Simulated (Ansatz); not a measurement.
GaSb (zinc blende)

```
CELL_PARAMETERS angstrom
      0.00000     3.10675     3.10675
      3.10675     0.00000     3.10675
      3.10675     3.10675     0.00000
ATOMIC_POSITIONS crystal
  Sb 0.75000 0.75000 0.75000
  Ga 0.00000 0.00000 0.00000
```

These are PBE (plane waves to 420 eV, PAW, scalar-relativistic; Ansatz, an electronic-structure program) values and carry that method's errors. Harmonic phonons by density-functional perturbation theory on a 14×14×14 k mesh, in cm⁻¹ and rounded to 5; i marks imaginary ones, q is in fractions of the reciprocal vectors of the cell shown, and the three acoustic modes at Γ are left out. At this level the bands of GaSb touch or barely overlap; measurements give the solid a gap. GaSb was relaxed with its symmetry unable to fall. Spin-orbit coupling is left out, though Sb is heavy.

Q: Does any mode at Γ, L = (0.5, 0.0, 0.0), X = (0.5, 0.5, 0.0) come out imaginary?

A: No imaginary mode at these points (lowest 45 cm⁻¹ at L = (0.5, 0.0, 0.0)); other wave vectors were not tested.

Q: List the wavenumbers at Γ, L = (0.5, 0.0, 0.0), X = (0.5, 0.5, 0.0), with degeneracies.

A: 
```tsv
q	wavenumbers (cm⁻¹)
Γ	210 (×3)
L = (0.5, 0.0, 0.0)	45 (×2), 145, 185, 200 (×2)
X = (0.5, 0.5, 0.0)	55 (×2), 150, 190 (×2), 195
```
